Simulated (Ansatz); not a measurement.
A geometry of Ti away from equilibrium: step 2 of the relaxation of a generated trial cell of Ti in the AFLOW prototype A_oC4_63_c (A20). The numbers are results of PBE (plane waves to 420 eV, PAW, scalar-relativistic; Ansatz, a quantum-chemistry and plane-wave program), not measurements. Γ-centred k-mesh 13×13×7 on the run's cell (coarser than for final values), Fermi–Dirac smearing 0.05 eV. The plane waves were selected for a different cell earlier on the path.

```yaml
crystal:
  lattice:
    - [1.36227, -2.65503, 0.00000]
    - [1.36227, 2.65503, 0.00000]
    - [0.00000, 0.00000, 4.61726]
  atoms:
    - { symbol: Ti, position: [0.87593, 0.12407, 0.25000] }
    - { symbol: Ti, position: [0.12407, 0.87593, 0.75000] }
```

### Question
What forces act on the atoms (eV/Å)?

### Answer
| atom | Fx | Fy | Fz |
|---|---|---|---|
| Ti1 | 0.00 | 0.34 | 0.00 |
| Ti2 | 0.00 | -0.34 | 0.00 |

The path ends in P6₃/mmc (No. 194) (hcp (Mg type)). No spin polarisation in the result.

The run could not lose the symmetry of its start; a randomly shaken copy of 4 atoms returns to this structure.
